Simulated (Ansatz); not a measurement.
BiB (CsCl type, Pm-3m) under volume change, PBE (plane waves, PAW; program Ansatz), scaled uniformly.

```
V (Å³/atom)  E − E(relaxed) (meV/atom)     P (GPa)
-----------  -------------------------  ----------
17.166                      (withheld)  (withheld)
17.732                            17.6        5.17
18.298                             4.3        2.46
18.864                             0.0        0.00
19.430                      (withheld)  (withheld)
19.996                            13.7       -3.58
20.562                            28.8       -4.96
```

**Question.** What belongs in the gaps?

**Answer.** 
- 17.166, E − E(relaxed) (meV/atom): 41.6
- 17.166, P (GPa): 8.55
- 19.430, E − E(relaxed) (meV/atom): 3.7
- 19.430, P (GPa): -2.02

**Question.** What does a third-order Birch–Murnaghan fit give for V₀, B₀ and B′?

**Answer.** V₀ = 18.87 Å³/atom, B₀ = 71.6 GPa, B′ = 4.9.

A made-up cell: these elements were put on the sites of a structure type; neither database checked (COD, Materials Project) lists it. Its standing as an ambient phase is unchecked. The cell was relaxed with PBE under the symmetry of its start; its stability against distortions is not shown here. Spin–orbit coupling is left out wherever it is not named.

Potentials: the later of the program's two PAW sets.
